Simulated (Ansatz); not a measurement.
Theory: DFT PBE, scalar-relativistic, plane waves, PAW (Ansatz 0.2.0). All cells share a 420 eV cutoff and Γ-centred k meshes spaced at most about 0.3 Å⁻¹ (about 0.25 or finer for metals, 2π included). No spin polarisation in the final relaxations.

Temperature and zero-point effects are left out. All come from trial cells, and lower structures may exist.

Task: Order these relaxed structures of Cd3TeSe2 by energy, lowest first, with the energy over the lowest of them.
A. Space group P-3m1 (No. 164), trigonal, a = 4.237 Å, c = 10.235 Å. Cd on a site of symmetry 3m has 3 Se at 2.90 Å and 3 Cd at 3.03 Å; Cd on a site of symmetry -3m is surrounded by 6 Cd at 3.03 Å; Te has 6 Se at 3.01 Å; Se is surrounded by 3 Cd at 2.90 Å and 3 Te at 3.01 Å.
B. Space group P6/mmm (No. 191), hexagonal, a = 7.271 Å, c = 3.696 Å. Cd is surrounded by 4 Se at 2.80 Å, 6 Cd at 3.64–3.70 Å and 4 Te at 4.08 Å; Te is surrounded by 2 Te at 3.70 Å, 12 Cd at 4.08 Å and 6 Se at 4.20 Å; Se is surrounded by 6 Cd at 2.80 Å, 2 Se at 3.70 Å, 3 Se at 4.20 Å and 3 Te at 4.20 Å.
C. Space group I4/mmm (No. 139), tetragonal, a = 4.906 Å, c = 16.225 Å. Cd on a site of symmetry 4mm is surrounded by 4 Se at 2.72 Å and 1 Te at 2.88 Å; around Cd on a site of symmetry 4/mmm lie 4 Te at 3.47 Å; Te has 2 Cd at 2.88 Å and 4 Cd at 3.47 Å; around Se lie 4 Cd at 2.72 Å and 4 Se at 3.47 Å.
D. Space group P6/mmm (No. 191), hexagonal, a = 7.055 Å, c = 3.832 Å. Cd is surrounded by 4 Se at 2.80 Å, 4 Cd at 3.53 Å and 2 Te at 3.53 Å; Te is surrounded by 6 Cd at 3.53 Å and 2 Te at 3.83 Å; Se is surrounded by 6 Cd at 2.80 Å.

Result: D (0 meV/atom), C (71 meV/atom), B (156 meV/atom), A (234 meV/atom). Forms: D P6/mmm; C I4/mmm; B P6/mmm; A P-3m1. Counting Se or Te atoms around Cd (for each partner element, those within 1.25 times its shortest distance or 1.15 times the sum of covalent radii, where it is the nearest in units of that sum or under 1.3; a plus sign parts groups by distance over the sum of covalent radii; the shortest distance is added where it exceeds 1.18 times the sum of covalent radii; a slash parts the counts of unlike sites): D has Cd 4+2; C has Cd 4 from 3.5 Å/5; B has Cd 4; A has Cd 3/6 from 4.2 Å.

Spin–orbit coupling, which can matter for Te, is left out. Cells relaxed within their symmetry can be saddle points. Some structure types and database cells were kept out of the candidates from the start, so a known form may be missing.
